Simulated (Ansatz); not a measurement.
NbNO:
```yaml
crystal:
  lattice:
    - [-1.94309, 1.94309, 5.06258]
    - [1.94309, -1.94309, 5.06258]
    - [1.94309, 1.94309, -5.06258]
  atoms:
    - { symbol: Nb, position: [0.01349, 0.01349, 0.00000] }
    - { symbol: Nb, position: [0.76349, 0.26349, 0.50000] }
    - { symbol: N, position: [0.95315, 0.45315, 0.50000] }
    - { symbol: N, position: [0.20315, 0.20315, 0.00000] }
    - { symbol: O, position: [0.78335, 0.78335, 0.00000] }
    - { symbol: O, position: [0.53335, 0.03335, 0.50000] }
```

Relaxed with LDA. Special points in fractions of this cell's reciprocal vectors: Γ (0.000, 0.000, 0.000); X (0.000, 0.000, 0.500); P (0.250, 0.250, 0.250); N (0.000, 0.500, 0.000); M (0.500, 0.500, -0.500); S (0.287, 0.713, -0.287); S0 (-0.287, 0.287, 0.287); R (-0.074, 0.074, 0.500); G (0.500, 0.500, -0.074).

Problem. List the band energies nearest the valence-band maximum at these points for the program Ansatz at the LDA level (PAW).

Solution. In eV from the valence-band maximum; about four levels below and three above (degenerate sets whole), none deeper than 8.9 eV; points with the same levels are listed once.

```
k                    below                above
-  -----------------------  -------------------
Γ  -1.56 -1.56 -0.69 -0.69  0.99 2.09 3.27 3.27
X  -2.10 -2.10 -0.29 -0.29  3.07 3.07 3.84 3.84
P  -1.79 -1.79 -0.52 -0.52  3.11 3.11 3.81 3.81
N  -1.82 -1.70 -1.27 -0.79       2.37 3.37 3.57
M    -1.86 -1.86 0.00 0.00  1.50 1.50 2.91 2.91
S  -1.90 -1.50 -1.23 -0.78       2.57 3.21 3.37
R  -1.88 -1.88 -0.34 -0.34  3.03 3.03 3.75 3.75
```

Space group I4_1md. The first step of the workflow began from a Materials Project structure, measured or hypothetical; the Crystallography Open Database copy checked does not list it. COD files the formula under space group No. 14. Whether it is the stable phase at ambient conditions was not checked. Symmetry was held in the LDA relaxation; whether a distortion lowers the energy is not shown. No spin polarisation was allowed. Spin–orbit coupling is left out wherever it is not named.

Potentials: the later of the program's two PAW sets.
